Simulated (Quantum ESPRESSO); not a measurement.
**Band energies of MoS2 monolayer**

```
CELL_PARAMETERS angstrom
      3.14099     0.00000     0.00000
     -1.57050     2.72018     0.00000
      0.00000     0.00000    16.10000
ATOMIC_POSITIONS crystal
  S  0.66667 0.33333 0.90320
  S  0.66667 0.33333 0.09680
  Mo 0.00000 0.00000 0.00000
```

PBEsol (Quantum ESPRESSO, PseudoDojo norm-conserving, 80 Ry, without SOC); path ΓMKΓ; energies in eV from the valence-band maximum.

```
k (1/Å)  point  band 9  band 10  band 11  band 12  band 13  band 14  band 15  band 16
-------  -----  ------  -------  -------  -------  -------  -------  -------  -------
0.00         Γ   -2.62    -1.85    -1.46    -1.46    -0.07     2.89     2.89     3.17
0.10             -2.58    -2.05    -1.51    -1.31    -0.08     2.84     2.95     3.07
0.32             -2.75    -2.32    -1.88    -1.04    -0.22     2.52     2.66     2.87
0.42             -3.12    -2.12    -2.11    -1.09    -0.40     2.30     2.70     2.72
0.63             -3.86    -2.61    -1.61    -1.42    -0.88     2.24     2.42     3.15
0.84             -3.98    -2.98    -1.74    -1.16    -1.00     2.33     2.51     3.66
0.94             -4.06    -3.10    -1.84    -1.00    -0.86     2.35     2.69     3.83
1.15         M   -4.16    -3.20    -1.92    -0.88    -0.65     2.40     2.91     3.95
1.38             -4.10    -3.23    -1.89    -1.74    -0.39     2.40     3.03     3.93
1.49             -4.03    -3.20    -2.37    -1.91    -0.30     2.28     3.21     3.55
1.71             -4.04    -3.45    -3.01    -2.11    -0.07     1.90     3.10     3.63
1.82         K   -4.20    -3.57    -2.95    -2.18     0.00     1.81     3.05     3.71
2.01             -3.77    -3.41    -3.13    -1.95    -0.23     2.06     3.12     3.42
2.20             -3.62    -3.37    -2.81    -1.53    -0.60     2.27     2.88     3.12
2.30             -3.68    -3.42    -2.47    -1.32    -0.72     2.14     2.75     3.03
2.49             -3.76    -3.26    -1.96    -1.01    -0.81     1.96     2.60     2.76
2.68             -3.18    -2.60    -2.04    -0.89    -0.51     2.18     2.57     2.61
2.77             -2.91    -2.21    -2.21    -0.91    -0.32     2.37     2.57     2.74
2.96             -2.51    -2.31    -1.65    -1.14    -0.11     2.74     2.87     3.04
3.16         Γ   -2.62    -1.85    -1.46    -1.46    -0.07     2.89     2.89     3.17
```

The PBEsol gap is direct, 1.81 eV at K. The valence-band maximum lies 5.95 eV below the vacuum level.

Spin-orbit splittings are left out.

Geometry relaxed with PBEsol.
